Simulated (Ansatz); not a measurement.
## Ni5Ge3: do energies and stresses tell the same story?

Method: Ansatz, DFT PBEsol, scalar-relativistic, plane waves, PAW.

Cutoff 420 eV; k points 8×8×8 on the computed 16-atom cell (Γ-centred); Gaussian smearing, width 0.10 eV; no spin polarisation.

Relaxed cell: C2/c, a = 10.687 Å, b = 6.655 Å, c = 6.284 Å, α = 90.00°, β = 120.90°, γ = 90.00°, 16 atoms in the primitive cell. Whether it is the stable form of this composition wasn't checked.

Energies at zero smearing and pressures from the stress tensor, at volumes with shape and atoms relaxed:
```tsv
V (Å³/atom)	E − E(first) (meV/atom)	P (GPa)
10.906	0.00	21.62
11.266	-38.65	13.12
11.625	-59.81	5.99
11.985	-66.28	0.00
12.344	-60.43	-5.03
12.704	-44.22	-9.25
13.183	-9.39	-13.82
```

Task: Check P = −dE/dV between neighbouring volumes, and get the bulk modulus from the pressures alone.

Result: With 1 eV/Å³ = 160.2 GPa:
| middle V (Å³/atom) | −ΔE/ΔV (GPa) | mean P (GPa) |
| --- | --- | --- |
| 11.086 | 17.223 | 17.367 |
| 11.445 | 9.429 | 9.553 |
| 11.805 | 2.886 | 2.992 |
| 12.164 | -2.610 | -2.518 |
| 12.524 | -7.220 | -7.141 |
| 12.943 | -11.641 | -11.533 |

The two differ by 0.14 GPa at most. The mean of two end pressures misses the average over a step by about ΔV² P″/12, up to 0.12 GPa here; with that taken off 0.02 GPa remains. Around V = 11.985 Å³/atom, the two neighbours give B = −V ΔP/ΔV = 11.985 × 11.02 / 0.719 = 183.7 GPa, against B0 = 182.6 GPa from the Birch–Murnaghan fit of the energies.

A ferromagnetic start lost its moments in a first run, so spin was left out; other magnetic orders weren't tried.

Cost: 8 runs of about 2.4 core-hours in all, on Oxide Virtual Turin-like Processor (Zen 5) (shared hosts).